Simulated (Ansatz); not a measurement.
The start is a generated cell, SrO placed in the rocksalt structure type. Cell shape, volume and atoms are optimised at zero target pressure with r2SCAN (plane waves to 500 eV, PAW, scalar-relativistic; Ansatz, a quantum-chemistry and plane-wave program). The first steps use a coarse 8×8×8 k-mesh.

Input geometry:
```yaml
crystal:
  lattice:
    - [0.00000, 2.47567, 2.47567]
    - [2.47567, 0.00000, 2.47567]
    - [2.47567, 2.47567, 0.00000]
  atoms:
    - { symbol: O, position: [0.00000, 0.00000, 0.00000] }
    - { symbol: Sr, position: [0.50000, 0.50000, 0.50000] }
```

Problem. What pressure does the first self-consistent step give?

Solution. +15.3 GPa (positive: the cell is compressed).

Problem. By how much does the energy per atom fall from start to end?

Solution. 0.085 eV/atom.

Problem. How does the volume change?

Solution. +13.2 %, from 15.17 to 17.17 Å³/atom.

Problem. How do the shortest distances between atoms change?

Solution. The closest pairs of elements (up to four, under 3.6 Å), start → end: O–Sr 2.48 → 2.58 Å; O–O 3.50 → 3.65 Å; Sr–Sr 3.50 → 3.65 Å.

Problem. What band gap does the relaxed structure have at this level?

Solution. 3.80 eV, indirect (valence top at Γ, conduction bottom at X) (no spin-orbit coupling).

Problem. Give the final cell and atomic positions.

Solution. 
```cif
data_O4Sr4
_chemical_formula_sum 'O4 Sr4'
_space_group_name_H-M_alt 'Fm-3m'
_space_group_IT_number 225
_space_group_name_Hall '-F 4 2 3'
_cell_length_a 5.15993
_cell_length_b 5.15993
_cell_length_c 5.15993
_cell_angle_alpha 90.000
_cell_angle_beta 90.000
_cell_angle_gamma 90.000
loop_
_atom_site_label
_atom_site_type_symbol
_atom_site_symmetry_multiplicity
_atom_site_Wyckoff_symbol
_atom_site_fract_x
_atom_site_fract_y
_atom_site_fract_z
_atom_site_occupancy
O1 O 4 a 0.00000 0.00000 0.00000 1
Sr1 Sr 4 b 0.50000 0.50000 0.50000 1
```
(The calculation used a cell of 2 atoms; values per cell refer to that cell.)

The space group stays Fm-3m (No. 225) (the run could not lower it); the end is rock salt type, with 2 atoms in the primitive cell. Final values are on a 11×11×11 k-mesh of the relaxed cell. No spin polarisation in the result.

The run could not lose the symmetry of its start; a randomly shaken copy of 2 atoms returns to this structure.

All atoms sit on sites fixed by symmetry, so only the cell could relax.
